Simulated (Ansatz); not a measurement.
ZrSn2 in space group Fddd (No. 70; Zr on 8b, Sn on 16f), plane-wave PAW r²SCAN (Ansatz code), all energies at zero smearing, with the estimated change up to a 700 eV cutoff added, with one set of potentials and settings (totals compare only within such a set). Cell of 6 atoms (2 Zr, 4 Sn): -32547.251 eV.

```json
[
 {"element": "Zr", "reference phase": "P6_3/mmc, 2 atoms in the cell", "E (eV/atom)": "-4195.0260"},
 {"element": "Sn", "reference phase": "Fd-3m, 2 atoms in the cell", "E (eV/atom)": "-6038.6401"}
]
```

Formation energy per atom, worked out: (-32547.251 − 2×(-4195.0260) − 4×(-6038.6401))/6 = -0.440 eV/atom (-42 kJ per mol of atoms), at 0 K, without zero-point energy or fitted corrections.

The first step of the workflow began from a Materials Project structure, measured or hypothetical; the Crystallography Open Database copy checked does not list it. With Zr and Sn taken as one species the cell has the higher symmetry Fddd, so it may be an ordered model of a mixed-site phase. Whether it is the stable phase at ambient conditions was not checked. The cell was relaxed with r²SCAN under the symmetry of its start; its stability against distortions is not shown here. No spin polarisation was allowed. The references are the lowest solids computed at this level, not always the standard phases. Spin–orbit coupling is left out wherever it is not named.

Potentials: the later of the program's two PAW sets.
